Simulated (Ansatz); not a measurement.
Starting structure of a cell relaxation (symmetry kept):

```
CELL_PARAMETERS angstrom
1.50659 0.86983 5.39905
-1.50659 0.86983 5.39905
0.00000 -1.73966 5.39905
ATOMIC_POSITIONS crystal
Na 0.00000 0.00000 0.00000
Ti 0.50000 0.50000 0.50000
O 0.76380 0.76380 0.76380
O 0.23620 0.23620 0.23620
```

Computed with DFT PBEsol, scalar-relativistic, plane waves, PAW (Ansatz 0.2.0).

Plane waves to 420 eV, a k mesh through Γ of 18×18×18 on the computed 4-atom cell and Gaussian smearing (0.10 eV); collinear spin from starting moments 0 0.41 0 0 μB.

Question: What does it relax to?

Answer: The volume drops by 0.27 Å³/atom to 10.34 Å³/atom, and the energy falls by 9.1 meV/atom. The cell ends with a moment of 0.00 μB (only this magnetic start was tried). Final structure:
```cif
data_structure
_symmetry_space_group_name_H-M 'R-3m:H'
_symmetry_Int_Tables_number 166
_cell_length_a 2.9521
_cell_length_b 2.9521
_cell_length_c 16.4403
_cell_angle_alpha 90.000
_cell_angle_beta 90.000
_cell_angle_gamma 120.000
_cell_volume 124.08
loop_
_atom_site_label
_atom_site_type_symbol
_atom_site_symmetry_multiplicity
_atom_site_Wyckoff_symbol
_atom_site_fract_x
_atom_site_fract_y
_atom_site_fract_z
_atom_site_occupancy
Na1 Na 3 a 0.00000 0.00000 0.00000 1
Ti1 Ti 3 b 0.66667 0.33333 0.83333 1
O1 O 6 c 0.00000 0.00000 0.76345 1
```

Cost: 1 run of about 9.4 core-minutes, on Intel Xeon Platinum 8488C (Sapphire Rapids) (shared hosts).